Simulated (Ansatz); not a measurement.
Input and command of a plane-wave DFT calculation in Ansatz:

```yaml
crystal:
  lattice:
    - [3.1947034775, 0.0, 0.0]
    - [-1.5973517388, 2.7666943691, 0.0]
    - [0.0, 0.0, 5.4137025301]
  atoms:
    - { symbol: Ir, position: [0.0, 0.0, 0.0] }
    - { symbol: Ir, position: [0.0, 0.0, 0.5] }
    - { symbol: O, position: [0.3333333333, 0.6666666667, 0.25] }
    - { symbol: O, position: [0.6666666667, 0.3333333333, 0.75] }
basis:
  ecutwfc: 420
kpoints:
  mp_grid: { grid: [18, 18, 8] }
hamiltonian:
  xc: pbe
scf:
  occupations: { method: gaussian, width: 0.1 }
output:
  forces: true
  stress: true
  eigenvalues: true
  write_density: true
  write_potential: true
  elf: true
  volumetric_format: npy
relax:
  adjacent_minimum: "off"
  f_tol: 0.01
  max_steps: 80
  cell: { stress_tol: 0.05 }
```

```bash
ansatz run input.yaml --threads 1 --pin off --max-ram 2560MiB --backend cpu --events-out ev --progress --plain --runs-dir out
```

Processor: Intel(R) Xeon(R) 6975P-C (Granite Rapids), 1 thread, on a host shared with other jobs.

**Question.** Estimate time, memory and problem size.

**Answer.** About 35 s on 1 thread of Intel(R) Xeon(R) 6975P-C (Granite Rapids), with other jobs on the host, peak memory 0.54 GiB. It solves 28 bands at 185 k points (the mesh reduced by the symmetry that the task leaves, which can be less than the crystal's) with about 953 plane waves (on the last cell), in 42 SCF iterations over 6 ionic steps.
